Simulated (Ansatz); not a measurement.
Crystals of one structure type (zinc blende), relaxed and computed with DFT-HSE06 in the program Ansatz with PAW potentials.

```csv
crystal,a (Å),gap (eV),B₀ by P(V) fit (GPa)
BN,3.596,5.81,404
BP,[?],[?],[?]
AlP,5.476,2.28,90.7
BAs,4.772,1.82,146
GaP,5.465,2.27,87.7
InP,5.902,1.38,69.4
```

Task: Fill in the missing entries.

Result: 
- BP, a (Å): 4.524
- BP, gap (eV): 1.95
- BP, B₀ by P(V) fit (GPa): 174

All cells were relaxed under the symmetry of their starts (and spin orders); stability against distortions was not tested throughout. Scalar-relativistic: spin–orbit coupling is off unless named, which matters more the heavier the elements.

Potentials: the later of the program's two PAW sets.
